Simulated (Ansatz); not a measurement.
# Structures of SnRu$_{2}$: which is lowest?

Plane-wave DFT in Ansatz with scalar-relativistic PAW potentials, cutoff 420 eV, Γ-centred meshes chosen by cell and gap, Gaussian smearing with energies taken to zero width. Every cell was relaxed (cell and atoms) in a run of its own, within the symmetry of its start. Functional: PBE.

Relaxed structures (starts from databases or built by putting these elements on another compound's sites):
A. Fd-3m, 6 atoms in the computed cell, a = 7.419 Å; sites (symmetry × multiplicity) Sn -43m × 8, Ru .-3m × 16; start: built
B. P6/mmm, 3 atoms in the computed cell, a = 4.376 Å, c = 2.991 Å; sites (symmetry × multiplicity) Sn 6/mmm × 1, Ru -6m2 × 2; start: built
C. I4/mmm, 3 atoms in the computed cell, a = 2.915 Å, c = 11.376 Å; sites (symmetry × multiplicity) Sn 4/mmm × 2, Ru 4mm × 4; start: built

**Question.** Rank them by energy. Could pressure change the order?

**Answer.**
| structure | group | E − E(lowest) (meV/atom) | V (Å³/atom) | gap on mesh (eV) |
| --- | --- | --- | --- | --- |
| C | I4/mmm | 0.0 | 16.12 | 0.00 |
| B | P6/mmm | 201 | 16.54 | 0.00 |
| A | Fd-3m | 271 | 17.02 | 0.00 |

C is lowest, 201 meV/atom under B. The lowest is also the densest of these, so pressure wouldn't bring one of the others in at first order. Other structures may lie lower than all of these, and vibrations aren't counted.